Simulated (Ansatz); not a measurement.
A scan (energy over volume and axial ratio; atoms clamped) gave these values. Method: PBE (plane waves to 420 eV, PAW, scalar-relativistic; Ansatz, a program for electronic structure).

Shear modulus C′ = (C11 − C12)/2 (fit, atoms clamped): 14.9 GPa

Task: Of these crystals, all scanned alike, which one is it?
(A) Li₂O (anti-fluorite)
(B) CsI (CsCl type)
(C) KCl (rock salt)
(D) BeS (zinc blende)

Result: C, KCl (rock salt). The others have, for the shear modulus C′ = (C11 − C12)/2: CsI 8 GPa, Li2O 92 GPa, BeS 48 GPa

All were relaxed with their symmetry unable to fall. Spin-orbit coupling is left out.

(Under strain, the slope of the energy per volume gives the stress and its curvature an elastic modulus.)
